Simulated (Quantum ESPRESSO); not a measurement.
Ti4Cu2RuMo, one run as intended and one with a planted mistake

Computed values, not a measurement. The program is pw.x of Quantum ESPRESSO 7.5 (plane-wave density functional theory). The cell is made up: eight metal atoms on a hexagonal close-packed lattice, with elements, volume, strain and displacements drawn at random and not relaxed, so it may be unstable or far from any real phase. PseudoDojo standard norm-conserving files set the functional (PBE unless stated); there is no spin polarisation or spin-orbit coupling, the Fermi-Dirac width of 0.25 eV means electrons at about 2900 K, and the masses in the input are unused placeholders. The copper pseudopotential is less sure than most, with forces differing by about three percent and pressure by about two GPa from a second method on plain copper. A spin test at this wide smearing found no moment, but such smearing suppresses magnetism that the real alloy may have.

Intended input:

```
&control calculation='scf', pseudo_dir='./dojo.nc.sr.pbe.v0_5.standard.upf', outdir='./o', disk_io='minimal', tprnfor=.true., tstress=.true. /
&system ibrav=0, nat=8, ntyp=4, nbnd=74, ecutwfc=92.02030273, nosym=.true., tot_charge=0,
 occupations='smearing', smearing='fd', degauss=0.0183746611
/
&electrons conv_thr=1.470e-08, electron_maxstep=70, mixing_beta=0.5 /
ATOMIC_SPECIES
Cu 1.0 Cu.upf
Mo 1.0 Mo.upf
Ru 1.0 Ru.upf
Ti 1.0 Ti.upf
CELL_PARAMETERS angstrom
4.1174 -2.4324 0.0266
-2.7773 -0.0065 -4.5358
2.7629 4.896 0.0159
ATOMIC_POSITIONS angstrom
Ti 0.0205 0.0768 0.0797
Cu 1.4086 2.5079 -0.0375
Ti 0.023 1.4611 -2.2741
Ti 1.3301 4.1036 -2.2549
Ru 2.8097 -0.0497 0.0531
Mo 4.1495 2.3836 0.0648
Ti 1.3795 -0.8561 -2.1933
Cu 2.6561 1.5829 -2.3302
K_POINTS automatic
6 5 5 1 1 1
```

The log is shortened where brackets say so; the opening notice, blank lines, dates and the lines on written files are dropped, and the path of the files is cut. It prints rydbergs, bohrs and kilobars, and counts compression as positive stress. Its total energy is the free energy E - TS of the whole cell.

Log of the intended run:

```
     Program PWSCF v.7.5
     Parallel version (MPI & OpenMP), running on       4 processor cores
     Number of MPI processes:                 4
     Threads/MPI process:                     1
     [start-up lines left out]
     bravais-lattice index     =            0
     lattice parameter (alat)  =       9.0372  a.u.
     unit-cell volume          =     819.5847 (a.u.)^3
     number of atoms/cell      =            8
     number of atomic types    =            4
     number of electrons       =       116.00
     number of Kohn-Sham states=           74
     kinetic-energy cutoff     =      92.0203  Ry
     charge density cutoff     =     368.0812  Ry
     scf convergence threshold =      1.5E-08
     mixing beta               =       0.5000
     number of iterations used =            8  plain     mixing
     Exchange-correlation= PBE
                           (   1   4   3   4   0   0   0)
     [axes and pseudopotential details left out]
   Cartesian axes
     site n.     atom                  positions (alat units)
         1        Ti     tau(   1) = (   0.0042867   0.0160593   0.0166657  )
         2        Cu     tau(   2) = (   0.2945453   0.5244145  -0.0078414  )
         3        Ti     tau(   3) = (   0.0048094   0.3055233  -0.4755257  )
         4        Ti     tau(   4) = (   0.2781306   0.8580833  -0.4715109  )
         5        Ru     tau(   5) = (   0.5875224  -0.0103925   0.0111035  )
         6        Mo     tau(   6) = (   0.8676813   0.4984227   0.0135500  )
         7        Ti     tau(   7) = (   0.2884604  -0.1790148  -0.4586300  )
         8        Cu     tau(   8) = (   0.5554038   0.3309923  -0.4872565  )
     number of k points=    75  Fermi-Dirac smearing, width (Ry)=  0.0184
                       cart. coord. in units 2pi/alat
        k(    1) = (   0.1169798   0.0322388  -0.1771079), wk =   0.0266667
        k(    2) = (   0.2038686   0.1787342  -0.2305205), wk =   0.0266667
     [further k points left out]
     Dense  grid:    97793 G-vectors     FFT dimensions: (  60,  64,  72)
     Estimated max dynamical RAM per process >     433.84 MB
     Estimated total dynamical RAM >       1.62 GB
     Initial potential from superposition of free atoms
     starting charge     115.9908, renormalised to     116.0000
     Starting wfcs are   80 randomized atomic wfcs
     total cpu time spent up to now is        8.1 secs
     per-process dynamical memory:   368.0 Mb
     Self-consistent Calculation
     iteration #  1     ecut=    92.02 Ry     beta= 0.50
     Davidson diagonalization with overlap
     ethr =  1.00E-02,  avg # of iterations =  2.5
     total cpu time spent up to now is       27.8 secs
     total energy              =   -1553.50147977 Ry
     estimated scf accuracy    <      32.99622746 Ry
     iteration #  2     ecut=    92.02 Ry     beta= 0.50
     Davidson diagonalization with overlap
     ethr =  1.00E-02,  avg # of iterations =  4.2
     total cpu time spent up to now is       54.6 secs
     total energy              =   -1572.61392746 Ry
     estimated scf accuracy    <      94.65232945 Ry
     [iterations 3 to 23 left out]
     iteration # 24     ecut=    92.02 Ry     beta= 0.50
     Davidson diagonalization with overlap
     ethr =  1.53E-11,  avg # of iterations =  4.3
     total cpu time spent up to now is      467.8 secs
     total energy              =   -1576.03548434 Ry
     estimated scf accuracy    <       0.00000003 Ry
     iteration # 25     ecut=    92.02 Ry     beta= 0.50
     Davidson diagonalization with overlap
     ethr =  1.53E-11,  avg # of iterations =  1.8
     total cpu time spent up to now is      484.2 secs
     End of self-consistent calculation
     [lines on levels left out]
!    total energy              =   -1576.03548434 Ry
     estimated scf accuracy    <          1.1E-09 Ry
     smearing contrib. (-TS)   =      -0.14053292 Ry
     internal energy E=F+TS    =   -1575.89495142 Ry
     The total energy is F=E-TS. E is the sum of the following terms:
     one-electron contribution =    -722.04113036 Ry
     hartree contribution      =     417.79203640 Ry
     xc contribution           =    -217.89548532 Ry
     ewald contribution        =   -1053.75037214 Ry
     convergence has been achieved in  25 iterations
     Forces acting on atoms (cartesian axes, Ry/au):
     atom    1 type  4   force =    -0.00741685   -0.00875445   -0.00449461
     atom    2 type  1   force =     0.01089886   -0.01246010    0.00731543
     atom    3 type  4   force =    -0.00341260    0.04959158   -0.01127766
     atom    4 type  4   force =     0.00865146   -0.05334562    0.02405991
     atom    5 type  3   force =    -0.00379503    0.02355903   -0.02886895
     atom    6 type  2   force =    -0.02578759   -0.00901112   -0.02417333
     atom    7 type  4   force =    -0.00242930    0.01470272    0.00879492
     atom    8 type  1   force =     0.02329104   -0.00428204    0.02864429
     Total force =     0.104839     Total SCF correction =     0.000098
     Computing stress (Cartesian axis) and pressure
          total   stress  (Ry/bohr**3)                   (kbar)     P=       15.31
   0.00015169  -0.00003630   0.00005950           22.32       -5.34        8.75
  -0.00003630   0.00008684  -0.00004917           -5.34       12.77       -7.23
   0.00005950  -0.00004917   0.00007374            8.75       -7.23       10.85
     init_run     :      7.63s CPU      7.98s WALL (       1 calls)
     electrons    :    465.38s CPU    476.11s WALL (       1 calls)
     forces       :      2.36s CPU      2.36s WALL (       1 calls)
     stress       :      8.08s CPU      8.08s WALL (       1 calls)
     [timing details left out]
     PWSCF        :   8m 3.60s CPU   8m14.79s WALL
     JOB DONE.
```

A second run has one planted mistake: one atom is of a wrong element. The input lines that differ:

```
- &system ibrav=0, nat=8, ntyp=4, nbnd=74, ecutwfc=92.02030273, nosym=.true., tot_charge=0,
+ &system ibrav=0, nat=8, ntyp=5, nbnd=71, ecutwfc=92.02030273, nosym=.true., tot_charge=0,
+ In 1.0 In.upf
- Cu 1.4086 2.5079 -0.0375
+ In 1.4086 2.5079 -0.0375
```

Its log:

```
     Program PWSCF v.7.5
     Parallel version (MPI & OpenMP), running on       4 processor cores
     Number of MPI processes:                 4
     Threads/MPI process:                     1
     [start-up lines left out]
     bravais-lattice index     =            0
     lattice parameter (alat)  =       9.0372  a.u.
     unit-cell volume          =     819.5847 (a.u.)^3
     number of atoms/cell      =            8
     number of atomic types    =            5
     number of electrons       =       110.00
     number of Kohn-Sham states=           71
     kinetic-energy cutoff     =      92.0203  Ry
     charge density cutoff     =     368.0812  Ry
     scf convergence threshold =      1.5E-08
     mixing beta               =       0.5000
     number of iterations used =            8  plain     mixing
     Exchange-correlation= PBE
                           (   1   4   3   4   0   0   0)
     [axes and pseudopotential details left out]
   Cartesian axes
     site n.     atom                  positions (alat units)
         1        Ti     tau(   1) = (   0.0042867   0.0160593   0.0166657  )
         2        In     tau(   2) = (   0.2945453   0.5244145  -0.0078414  )
         3        Ti     tau(   3) = (   0.0048094   0.3055233  -0.4755257  )
         4        Ti     tau(   4) = (   0.2781306   0.8580833  -0.4715109  )
         5        Ru     tau(   5) = (   0.5875224  -0.0103925   0.0111035  )
         6        Mo     tau(   6) = (   0.8676813   0.4984227   0.0135500  )
         7        Ti     tau(   7) = (   0.2884604  -0.1790148  -0.4586300  )
         8        Cu     tau(   8) = (   0.5554038   0.3309923  -0.4872565  )
     number of k points=    75  Fermi-Dirac smearing, width (Ry)=  0.0184
                       cart. coord. in units 2pi/alat
        k(    1) = (   0.1169798   0.0322388  -0.1771079), wk =   0.0266667
        k(    2) = (   0.2038686   0.1787342  -0.2305205), wk =   0.0266667
     [further k points left out]
     Dense  grid:    97793 G-vectors     FFT dimensions: (  60,  64,  72)
     Estimated max dynamical RAM per process >     424.86 MB
     Estimated total dynamical RAM >       1.59 GB
     Initial potential from superposition of free atoms
     starting charge     109.9872, renormalised to     110.0000
     Starting wfcs are   79 randomized atomic wfcs
     total cpu time spent up to now is        9.1 secs
     per-process dynamical memory:   358.9 Mb
     Self-consistent Calculation
     iteration #  1     ecut=    92.02 Ry     beta= 0.50
     Davidson diagonalization with overlap
     ethr =  1.00E-02,  avg # of iterations =  2.2
     total cpu time spent up to now is       28.9 secs
     total energy              =   -1315.68362844 Ry
     estimated scf accuracy    <      20.59202435 Ry
     iteration #  2     ecut=    92.02 Ry     beta= 0.50
     Davidson diagonalization with overlap
     ethr =  1.00E-02,  avg # of iterations =  3.7
     total cpu time spent up to now is       53.3 secs
     total energy              =   -1326.99171622 Ry
     estimated scf accuracy    <      61.37588059 Ry
     [iterations 3 to 20 left out]
     iteration # 21     ecut=    92.02 Ry     beta= 0.50
     Davidson diagonalization with overlap
     ethr =  4.69E-11,  avg # of iterations =  4.6
     total cpu time spent up to now is      432.7 secs
     total energy              =   -1329.69138356 Ry
     estimated scf accuracy    <       0.00000008 Ry
     iteration # 22     ecut=    92.02 Ry     beta= 0.50
     Davidson diagonalization with overlap
     ethr =  4.69E-11,  avg # of iterations =  1.6
     total cpu time spent up to now is      450.4 secs
     End of self-consistent calculation
     [lines on levels left out]
!    total energy              =   -1329.69138357 Ry
     estimated scf accuracy    <          3.9E-09 Ry
     smearing contrib. (-TS)   =      -0.13744759 Ry
     internal energy E=F+TS    =   -1329.55393598 Ry
     The total energy is F=E-TS. E is the sum of the following terms:
     one-electron contribution =    -473.39500515 Ry
     hartree contribution      =     300.41889534 Ry
     xc contribution           =    -211.88942012 Ry
     ewald contribution        =    -944.68840606 Ry
     convergence has been achieved in  22 iterations
     Forces acting on atoms (cartesian axes, Ry/au):
     atom    1 type  5   force =    -0.01573763   -0.01439434   -0.00334450
     atom    2 type  2   force =     0.03029802   -0.03838756    0.01478132
     atom    3 type  5   force =    -0.01385257    0.03136302   -0.01323971
     atom    4 type  5   force =     0.00875673   -0.02820674   -0.00419921
     atom    5 type  4   force =    -0.01781895    0.01311819   -0.03301508
     atom    6 type  3   force =    -0.00695754    0.03145083   -0.02768686
     atom    7 type  5   force =    -0.01473583    0.00434819    0.03198825
     atom    8 type  1   force =     0.03004776    0.00070840    0.03471579
     Total force =     0.109857     Total SCF correction =     0.000270
     Computing stress (Cartesian axis) and pressure
          total   stress  (Ry/bohr**3)                   (kbar)     P=      135.80
   0.00096685  -0.00001952   0.00009533          142.23       -2.87       14.02
  -0.00001952   0.00094412  -0.00010309           -2.87      138.88      -15.17
   0.00009533  -0.00010309   0.00085844           14.02      -15.17      126.28
     init_run     :      8.32s CPU      8.66s WALL (       1 calls)
     electrons    :    432.22s CPU    441.33s WALL (       1 calls)
     forces       :      2.57s CPU      2.59s WALL (       1 calls)
     stress       :      8.39s CPU      8.39s WALL (       1 calls)
     [timing details left out]
     PWSCF        :   7m31.91s CPU   7m41.48s WALL
     JOB DONE.
```

```
                                            intended run  run with the mistake
                          free energy (eV)    -21443.055            -18091.373
         entropy term -TS, part of it (eV)        -1.912                -1.870
                            pressure (GPa)          1.53                 13.58
size of the largest force component (eV/Å)         1.372                 0.987
largest change of a force component (eV/Å)                               1.040
                                iterations            25                    22
```

For scale, a rerun of the intended cell at a higher cutoff and on a denser mesh moved values by no more than 0.003 eV in energy, 0.02 GPa in stress and 0.003 eV/Å in force, and a second program with other atomic files agreed on that cell to 2 % rms in force and 0.5 GPa in pressure. Files of another functional or element have another zero of energy, so the energy change says nothing on stability. The number of bands, nbnd, was set by rule from the electron count, so it follows the mistake.